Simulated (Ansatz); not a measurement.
BaHI:
```xyz
6
Lattice="4.7404 0.0000 0.0000 0.0000 4.7404 0.0000 0.0000 0.0000 7.8191" Properties=species:S:1:pos:R:3 pbc="T T T"
Ba     2.3702     0.0000     6.4742
Ba     0.0000     2.3702     1.3449
H      2.3702     2.3702     0.0000
H      0.0000     0.0000     0.0000
I      0.0000     2.3702     5.1642
I      2.3702     0.0000     2.6550
```

DFT-r²SCAN in the program Ansatz with PAW potentials gives a gap of 3.19 eV without spin–orbit coupling, maximum at Z, minimum at Z.

### Question
What happens when spin–orbit coupling is switched on?

### Answer
The gap drops by 0.10 eV, to 3.09 eV; maximum at Z, minimum at Z.

### Question
Give the electron effective mass with spin–orbit coupling.

### Answer
0.40, 0.40, 0.87 mₑ (principal values).

### Question
Give the hole effective mass with spin–orbit coupling.

### Answer
0.46, 0.90, 0.90 mₑ (principal values).

Space group P4/nmm. The workflow started from a Materials Project entry (that database holds measured and hypothetical structures alike); the Crystallography Open Database files this formula in space group No. 129, but the cells were not matched. Its standing as an ambient phase is unchecked. Symmetry was held in the r²SCAN relaxation; of distortions, only those at the zone centre were tested.

Potentials: the later of the program's two PAW sets.
